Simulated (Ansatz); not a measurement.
MgCd$_{3}$ (Pm-3m): electronic heat capacity and spin susceptibility from the density of states

Theory: Ansatz, DFT r2SCAN, scalar-relativistic, plane waves, PAW.

Settings: cutoff 500 eV, Γ-centred mesh 10×10×10 on the computed 4-atom cell, Gaussian smearing of 0.10 eV; no spin polarisation.

Relaxed cell: Pm-3m, a = 4.397 Å, b = 4.397 Å, c = 4.397 Å, α = 90.00°, β = 90.00°, γ = 90.00°, 4 atoms in the primitive cell. Whether it is the stable form of this composition wasn't checked.

The density of states at the Fermi level is 1.315 states/eV in the cell of 4 atoms (1 formula unit; both spins, tetrahedra on a 15×15×15 mesh).

Q: What Sommerfeld coefficient and Pauli susceptibility does this give?

A: Per formula unit N(E_F) = 1.315 states/eV. γ = (π²/3) k_B² N(E_F) N_A = 2.357 mJ/(mol K²) per state/eV, so γ = 3.1 mJ/(mol K²), a mole of formula units. χ_P = μ_B² N(E_F) N_A = 3.23×10⁻⁵ emu/mol per state/eV gives 4.2×10⁻⁵ emu/mol. This is the bare band result: a measured γ of the same phase is as a rule larger by a factor 1 + λ from phonons and spin fluctuations, the spin part of χ is larger by the Stoner factor, and a measured χ also holds orbital and core terms. N(E_F) at one energy is sensitive to the mesh where the density of states has sharp peaks.

Cost: 1 run of about 1.5 core-minutes, on Arm Neoverse V1 (shared hosts).